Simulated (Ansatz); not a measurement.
Zn₂InGaO₅ in space group P6_3/mmc (No. 194; Pearson symbol hP18), the program Ansatz at the r²SCAN level (PAW). The conduction-band minimum lies at Γ, with 1 equivalent valley. Second derivatives d²E/dk² of the lowest band at one valley (eV·Å²), along Cartesian directions:

```
direction  d²E/dk²
---------  -------
[100]        33.35
[010]        33.35
[001]        34.96
[110]        33.35
[101]        34.15
[011]        34.15
```

Q: Find the principal effective masses, the density-of-states mass and the conductivity mass.

A: Off-diagonal terms follow from H_xy = H[110] − (H_xx + H_yy)/2, and m*/mₑ = 7.620 eV·Å² over each eigenvalue: 0.22, 0.23, 0.23. One valley's DOS mass (m₁m₂m₃)^(1/3) = 0.22, conductivity mass 3/(Σ 1/mᵢ) = 0.22 mₑ.

Q: What effective density of states Nc follows at 300 K for parabolic valleys?

A: Nc = 2.509e19 × 1 × (0.22)^(3/2) ≈ 2.6e18 cm⁻³.

The workflow started from a Materials Project entry (that database holds measured and hypothetical structures alike); the Crystallography Open Database copy checked does not list it. Whether it is the stable phase at ambient conditions was not checked. The r²SCAN relaxation kept the symmetry of its start; whether a distortion lowers the energy is not shown. Scalar-relativistic: spin–orbit coupling is off unless named, which matters more the heavier the elements.

Potentials: the later of the program's two PAW sets.

Edges and masses are those of Kohn–Sham bands, whose gap is no quasiparticle gap.
